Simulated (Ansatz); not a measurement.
KF (rock salt, Fm-3m), DFT-PBE in the program Ansatz with PAW potentials. The conduction-band minimum lies at Γ, with 1 equivalent valley. Second derivatives d²E/dk² of the lowest band at one valley (eV·Å²), along Cartesian directions:

| direction | d²E/dk² |
|---|---|
| [100] | 13.84 |
| [010] | 13.84 |
| [001] | 13.84 |
| [110] | 13.84 |
| [101] | 13.84 |
| [011] | 13.84 |

Problem. Find the principal effective masses, the density-of-states mass and the conductivity mass.

Solution. Off-diagonal terms follow from H_xy = H[110] − (H_xx + H_yy)/2, and m*/mₑ = 7.620 eV·Å² over each eigenvalue: 0.55, 0.55, 0.55. One valley's DOS mass (m₁m₂m₃)^(1/3) = 0.55, conductivity mass 3/(Σ 1/mᵢ) = 0.55 mₑ.

Problem. What effective density of states Nc follows at 300 K for parabolic valleys?

Solution. Nc = 2.509e19 × 1 × (0.55)^(3/2) ≈ 1.0e19 cm⁻³.

Problem. With the computed static dielectric constant 6.54 (mean of the diagonal), estimate a hydrogenic donor's binding energy and radius.

Solution. E = 13.606 eV × 0.55/6.54² ≈ 170 meV; a = 0.529 Å × ε/m* ≈ 6.3 Å. Semilocal masses tend to be too small where the gap is.

Problem. With ε∞ = 1.96 and ω_LO = 301 cm⁻¹, what Fröhlich coupling constant follows?

Solution. α = (1/ε∞ − 1/ε0) √(m* × 13.606 eV/ħω_LO) = 5.1.

The PBE relaxation kept the symmetry of its start; phonons on a q-mesh show no instability.

Potentials: the later of the program's two PAW sets.
